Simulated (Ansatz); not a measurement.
## Does relaxation matter for the field gradients of WS2 with La replacing W?

Start: a supercell of WS2 (space group P6_3/mmc) built from an entry of the Crystallography Open Database (COD) (the entry's cell lengths or inner coordinates differ somewhat from later room-temperature determinations), with all atoms left at the host's positions.

```
La W S
1.0
     9.54000    0.00000    0.00000
    -4.77000    8.26188    0.00000
     0.00000    0.00000   12.50000
La W S
1 17 36
Direct
  0.11111 0.22222 0.25000
  0.11111 0.55556 0.25000
  0.11111 0.88889 0.25000
  0.44444 0.22222 0.25000
  0.44444 0.55556 0.25000
  0.44444 0.88889 0.25000
  0.77778 0.22222 0.25000
  0.77778 0.55556 0.25000
  0.77778 0.88889 0.25000
  0.22222 0.11111 0.75000
  0.22222 0.44444 0.75000
  0.22222 0.77778 0.75000
  0.55556 0.11111 0.75000
  0.55556 0.44444 0.75000
  0.55556 0.77778 0.75000
  0.88889 0.11111 0.75000
  0.88889 0.44444 0.75000
  0.88889 0.77778 0.75000
  0.11111 0.22222 0.62500
  0.11111 0.55556 0.62500
  0.11111 0.88889 0.62500
  0.44444 0.22222 0.62500
  0.44444 0.55556 0.62500
  0.44444 0.88889 0.62500
  0.77778 0.22222 0.62500
  0.77778 0.55556 0.62500
  0.77778 0.88889 0.62500
  0.22222 0.11111 0.12500
  0.22222 0.44444 0.12500
  0.22222 0.77778 0.12500
  0.55556 0.11111 0.12500
  0.55556 0.44444 0.12500
  0.55556 0.77778 0.12500
  0.88889 0.11111 0.12500
  0.88889 0.44444 0.12500
  0.88889 0.77778 0.12500
  0.11111 0.22222 0.87500
  0.11111 0.55556 0.87500
  0.11111 0.88889 0.87500
  0.44444 0.22222 0.87500
  0.44444 0.55556 0.87500
  0.44444 0.88889 0.87500
  0.77778 0.22222 0.87500
  0.77778 0.55556 0.87500
  0.77778 0.88889 0.87500
  0.22222 0.11111 0.37500
  0.22222 0.44444 0.37500
  0.22222 0.77778 0.37500
  0.55556 0.11111 0.37500
  0.55556 0.44444 0.37500
  0.55556 0.77778 0.37500
  0.88889 0.11111 0.37500
  0.88889 0.44444 0.37500
  0.88889 0.77778 0.37500
```

Sites (sets of like atoms) are named by element and the number of their first atom in this list.

The numbers come from a DFT calculation in Ansatz (PBE, plane waves and PAW, scalar-relativistic, 420 eV cutoff, Γ-centred 3×3×2 k-points, Fermi–Dirac smearing 0.01 eV, cell charge -1).

The largest force at the start is 4.2 eV/Å. Relaxing the ions at fixed cell moves them by 0.285 Å at most (atom 47, S) and 0.101 Å rms.

```json
{"site": "La", "atom": "1", "moved (Å)": "0.000", "first shell before": "6 S at 2.41 Å", "first shell after": "6 S at 2.68 Å", "V_zz before (10²¹ V/m²)": "15.34", "η before": "0.00"}
{"site": "W2", "atom": "2", "moved (Å)": "0.090", "first shell before": "6 S at 2.41 Å", "first shell after": "6 S at 2.38–2.43 Å", "V_zz before (10²¹ V/m²)": "13.12", "η before": "0.84"}
{"site": "W6", "atom": "6", "moved (Å)": "0.000", "first shell before": "6 S at 2.41 Å", "first shell after": "6 S at 2.42 Å", "V_zz before (10²¹ V/m²)": "-14.43", "η before": "0.00"}
{"site": "W8", "atom": "8", "moved (Å)": "0.000", "first shell before": "6 S at 2.41 Å", "first shell after": "6 S at 2.41 Å", "V_zz before (10²¹ V/m²)": "-14.18", "η before": "0.00"}
{"site": "W10", "atom": "10", "moved (Å)": "0.000", "first shell before": "6 S at 2.41 Å", "first shell after": "6 S at 2.42 Å", "V_zz before (10²¹ V/m²)": "-18.09", "η before": "0.00"}
{"site": "W12", "atom": "12", "moved (Å)": "0.001", "first shell before": "6 S at 2.41 Å", "first shell after": "6 S at 2.42 Å", "V_zz before (10²¹ V/m²)": "-17.81", "η before": "0.00"}
{"site": "W14", "atom": "14", "moved (Å)": "0.001", "first shell before": "6 S at 2.41 Å", "first shell after": "6 S at 2.42 Å", "V_zz before (10²¹ V/m²)": "-17.78", "η before": "0.01"}
{"site": "S28", "atom": "28", "moved (Å)": "0.285", "first shell before": "2 W at 2.41 Å, 1 La at 2.41 Å", "first shell after": "2 W at 2.42 Å, 1 La at 2.68 Å", "V_zz before (10²¹ V/m²)": "-8.28", "η before": "0.39"}
{"site": "S30", "atom": "30", "moved (Å)": "0.041", "first shell before": "3 W at 2.41 Å", "first shell after": "3 W at 2.38–2.42 Å", "V_zz before (10²¹ V/m²)": "-4.39", "η before": "0.00"}
{"site": "S32", "atom": "32", "moved (Å)": "0.015", "first shell before": "3 W at 2.41 Å", "first shell after": "3 W at 2.41–2.43 Å", "V_zz before (10²¹ V/m²)": "-3.99", "η before": "0.13"}
```

Problem. What are V_zz and η after the relaxation?

Solution. 

```csv
site,atom,V_zz after,η after,change of V_zz
La,1,-4.84,0.00,-20.18
W2,2,-17.45,0.75,–
W6,6,-11.45,0.00,+2.98
W8,8,-17.10,0.00,-2.92
W10,10,-17.54,0.00,+0.55
W12,12,-17.50,0.00,+0.31
W14,14,-17.49,0.02,+0.29
S28,28,-9.62,0.36,-1.34
S30,30,-3.74,0.03,+0.65
S32,32,-4.87,0.04,-0.88
```

The largest change of V_zz along a kept axis is on La, from 15.34 to -4.84. In per cent, |V_zz| changes by -21 to +21 on W, -15 to +22 on S (all sites that start above 2, bar those whose gradient vanishes or changes sign or whose main axis turns by over 40°). V_zz changes sign on La (same axis). On W2 the largest principal value lies along another axis in the second run, so the two V_zz can't be compared directly. The table leaves out 4 of the 14 sites, with |V_zz| up to 4.90; their tensors move by 0.19 at most along any direction. The statements above cover all sites. The host's own positions weren't relaxed first, so part of the change far from the defect can be the host's relaxation.

The run isn't spin-polarised, and a state with spin may lie lower. The defect repeats with the cell of 54 atoms, so it feels its images: sites between two images don't show the values beside a lone defect, and zeros or small values of η there can come from the images' arrangement. S and W carry a gradient in the pure host already, so the values there aren't the defect's effect alone. A uniform background compensates the cell's charge. The defect cell has no gap above 0.1 eV on its mesh, so the values can hang on the smearing and the k-mesh. Without spin–orbit coupling the gradients at and beside W can be off by some per cent, at some sites by more.
Before: The cell keeps the host's lattice, where the PBE pressure is 6 GPa (in a charged cell this depends on the convention for the mean potential). The neighbours have not yet relaxed around the defect (largest force 4.2 eV/Å), so the values at and beside it are those of a strained start, not of the defect in a real crystal.
After: The relaxation keeps the site symmetry -6m2 of the start, so the impurity can't leave its site; a distortion that would localise the partly filled state isn't explored.
